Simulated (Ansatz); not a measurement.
## Pt2W

```yaml
crystal:
  lattice:
    - [-1.38637, 1.98220, 4.15326]
    - [1.38637, -1.98220, 4.15326]
    - [1.38637, 1.98220, -4.15326]
  atoms:
    - { symbol: Pt, position: [0.66322, 0.66322, 0.00000] }
    - { symbol: Pt, position: [0.33678, 0.33678, 0.00000] }
    - { symbol: W, position: [0.00000, 0.00000, 0.00000] }
```

Atom numbers follow the list: Pt1, Pt2, W3.

Structure from Materials Project entry mp-1018129 (possibly hypothetical), not relaxed further.

Spin–orbit coupling is left out, though it moves levels of the heavy atoms by tenths of an eV or more.

Methods: DFT, LDA, all-electron LAPW, scalar-relativistic (Ansatz 0.2.0); DFT, LDA, PAW with Ansatz's default frozen-core files, scalar-relativistic (Ansatz 0.2.0).

For LAPW: a Γ-centred 14×14×14 k mesh, Fermi–Dirac smearing of 0.05 eV, basis error target 0.5 meV/atom, no spin polarisation. PAW takes a cutoff of 420 eV at this cell (files made with PBE, cores remade for this functional). The Ansatz runs share mesh, smearing and spin set-up. Values come from LAPW unless marked.

| Quantity | Value |
| --- | --- |
| Band gap | none: bands cross the Fermi level, a metal |
| Largest force | 0.051 eV/Å on Pt1 |
| Bader charges (from the PAW run) | Pt1 -0.53, W3 +1.07 e |
| Pressure at this cell | -10.45 GPa |
| Stress xx, yy, zz (compression positive) | -9.80, -10.99, -10.55 GPa |
| Volume per atom | 102.7 bohr³ |

(1) Give the computed value. Density of states at the Fermi level (0.2 eV bin).

(2) Give the computed value. Löwdin charges (with 0.47 e of the cell spilling out of the atomic basis, so their sizes and signs hang on that basis).

Answers

(1) 1.86 states/eV per cell.

(2) Pt1 0.18, W3 0.12 e.
